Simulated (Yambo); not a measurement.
Yambo run on WS₂ (space group P6_3/mmc, No. 194). The wavefunctions come from this Quantum ESPRESSO step (PBEsol, PseudoDojo standard norm-conserving files, fully relativistic):

```
&CONTROL
  calculation = 'nscf'
  pseudo_dir = './pseudo'
  outdir = './out'
/
&SYSTEM
  ibrav = 0
  nat = 6
  ntyp = 2
  ecutwfc = 74.0
  ecutrho = 296.0
  occupations = 'fixed'
  force_symmorphic = .true.
  nbnd = 259
  noncolin = .true.
  lspinorb = .true.
/
&ELECTRONS
  conv_thr = 6.000000000000001e-09
  diago_full_acc = .true.
  diago_thr_init = 1e-08
/
ATOMIC_SPECIES
S 32.0600 S.upf
W 183.8400 W.upf
CELL_PARAMETERS angstrom
  3.184219822000   0.000000000000   0.000000000000
 -1.592109911000   2.757615257000   0.000000000000
  0.000000000000   0.000000000000  12.978280000000
ATOMIC_POSITIONS crystal
S   0.333333333000   0.666666667000   0.629800000000
S   0.666666667000   0.333333333000   0.370200000000
S   0.666666667000   0.333333333000   0.129800000000
S   0.333333333000   0.666666667000   0.870200000000
W   0.333333333000   0.666666667000   0.250000000000
W   0.666666667000   0.333333333000   0.750000000000
K_POINTS automatic
6 6 1 0 0 0
```

Yambo input:

```
rim_cut
gw0
dyson
el_el_corr
HF_and_locXC
ppa
em1d
RandQpts= 1000000
RandGvec= 1 Ry
EXXRLvcs= 74 Ry
VXCRLvcs= 296 Ry
Chimod= "HARTREE"
% BndsRnXp
 9 | 258 |
%
NGsBlkXp= 6 Ry
% LongDrXp
 1.0 | 1.0 | 1.0 |
%
PPAPntXp= 27.2114 eV
% GbndRnge
 1 | 258 |
%
GTermKind= "BG"
DysSolver= "n"
ExtendOut
% QPkrange
 1 | 1 | 52 | 53 |
 4 | 4 | 52 | 53 |
 5 | 5 | 52 | 53 |
 7 | 7 | 50 | 54 |
%
```

k points by index: 1 = Γ, 4 = M, 5 = (0.167, 0.167, 0), 7 = K.

Resulting energies as the program prints them:

```
#    K-point    Band    Eo [eV]    E [eV]    E-Eo [eV]    Vxc [eV]    Vnlxc [eV]    Sc|Eo [eV]    Sc|E [eV]    dSc/dw|Eo [eV]    Re(Z)    Im(Z)
#
    1    52    0.000000    0.135195    0.135195    -15.38273    -15.83338    0.621349    0.585844    -7.148327    0.791954    -0.001314
    1    53    2.249550    2.821286    0.571736    -15.07108    -10.59569    -3.756362    -3.903657    -7.008881    0.795180    -0.001579
    4    52    -1.397185    -1.483180    -0.085995    -13.97600    -15.56779    1.483322    1.505793    -7.096279    0.793143    -0.003382
    4    53    2.181378    3.052574    0.871196    -17.36374    -12.04556    -4.212722    -4.446979    -7.317404    0.788077    0.857272E-3
    5    52    -1.295711    -1.191648    0.104063    -15.07618    -16.18150    1.236958    1.209386    -7.213472    0.790455    -0.001264
    5    53    1.131839    1.628643    0.496804    -14.09237    -10.05945    -3.411618    -3.536123    -6.818349    0.799634    -0.001252
    7    50    -0.779768    -0.611857    0.167911    -15.37089    -15.92143    0.762228    0.718455    -7.095609    0.793171    -0.001262
    7    51    -0.335267    -0.179168    0.156099    -15.00449    -15.22618    0.417970    0.377791    -7.005509    0.795260    -0.001271
    7    52    -0.335267    -0.179168    0.156099    -15.00449    -15.22618    0.417970    0.377791    -7.005509    0.795260    -0.001271
    7    53    1.187030    1.933880    0.746851    -16.23807    -11.88307    -3.416488    -3.608149    -6.982377    0.795798    -0.001216
    7    54    1.187030    1.933880    0.746851    -16.23807    -11.88307    -3.416488    -3.608149    -6.982377    0.795798    -0.001216
```
(The two width columns are left out.) Convergence of these settings isn't established.

Geometry of the Materials Project entry, not relaxed at this level.

The distance between layers or molecules is the database entry's, not relaxed here. Functionals without dispersion can leave it too large, which widens gaps and weakens the response across layers: the numbers belong to this cell.
